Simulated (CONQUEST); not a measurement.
Set-up for a self-consistent single point of Sn₂SeS (P1, 8 atoms in the cell; from Materials Project mp-1218960, changed as shown).

```yaml
crystal:
  lattice:
    - [4.00458, 0.00000, 0.00000]
    - [0.00000, 4.61268, 0.00000]
    - [0.00000, 0.00000, 11.39312]
  atoms:
    - { symbol: Sn, position: [0.99626, 0.11258, 0.61927] }
    - { symbol: Sn, position: [0.99237, 0.89079, 0.11497] }
    - { symbol: Sn, position: [0.48101, 0.36686, 0.38112] }
    - { symbol: Sn, position: [0.51134, 0.65636, 0.87252] }
    - { symbol: Se, position: [0.99725, 0.73565, 0.35008] }
    - { symbol: Se, position: [0.01408, 0.25497, 0.85560] }
    - { symbol: S, position: [0.49463, 0.74596, 0.64809] }
    - { symbol: S, position: [0.51306, 0.23683, 0.15835] }
```

Computed with CONQUEST with PBEsol, numerical atomic orbitals double-zeta with polarisation (the shipped basis), PseudoDojo norm-conserving potentials made for PBEsol.

CONQUEST settings:

- basis = DZP
- Diag.MPMeshX, Y, Z = 4 4 2
- potentials = PseudoDojo norm-conserving PBEsol
- Grid.GridCutoff = 140 Ha
- DM.SolutionMethod = diagon
- Diag.kT = 0.001837 Ha
- Diag.GammaCentred = true
- minE.SCTolerance = 1.0e-06
- SC.MaxIters = 100
- SC.LinearMixingFactor = 0.3
- AtomMove.TypeOfRun = static

Results:

```
Property                                                  Result
------------------------------------------------  --------------
Number of valence electrons                                  100
Number of bands                                              134
Number of k-points after the program's reduction              28
Size of the basis                                            134
Number of SCF iterations                                      10
FFT grid                                           48 × 48 × 120
Free energy E − TS                                -15750.1382 eV
Top of the valence band (on the code's own zero)        -4.57 eV
Gap on the k-point mesh                                  0.94 eV
Pressure                                                1.38 GPa
Largest force (vector length)                         1.140 eV/Å
```

Forces (eV/Å):
```json
[
 {"atom": "Sn1", "Fx": "-0.022", "Fy": "0.311", "Fz": "-0.363"},
 {"atom": "Sn2", "Fx": "0.335", "Fy": "-0.445", "Fz": "-0.283"},
 {"atom": "Sn3", "Fx": "0.392", "Fy": "-0.970", "Fz": "0.452"},
 {"atom": "Sn4", "Fx": "0.005", "Fy": "0.281", "Fz": "0.353"},
 {"atom": "Se5", "Fx": "-0.300", "Fy": "1.004", "Fz": "0.147"},
 {"atom": "Se6", "Fx": "-0.106", "Fy": "-0.418", "Fz": "0.164"},
 {"atom": "S7", "Fx": "0.091", "Fy": "-0.328", "Fz": "-0.189"},
 {"atom": "S8", "Fx": "-0.401", "Fy": "0.575", "Fz": "-0.290"}
]
```

Gaps are taken between levels on the mesh.

For comparison: a first run was changed to give this one (atoms moved at random), and from it to this one the free energy rises by 18.3 meV/atom, the pressure goes from 0.76 to 1.38 GPa, the largest force goes from 0.460 to 1.140 eV/Å and the gap on the mesh goes from 0.870 to 0.935 eV.

The program uses no crystal symmetry, so grid and mesh can part values that symmetry would make equal. The atom-centred basis is finite, which shifts total energies, pressures, gaps and forces against plane waves. Forces above 1 eV/Å remain at this geometry, of which the finite basis can carry a part. The structure comes from a collection of computed structures, made at another level of theory; the collection holds predicted forms beside known ones. Its lattice was then scaled.

Cost on one core: roughly 2.3 core-minutes.
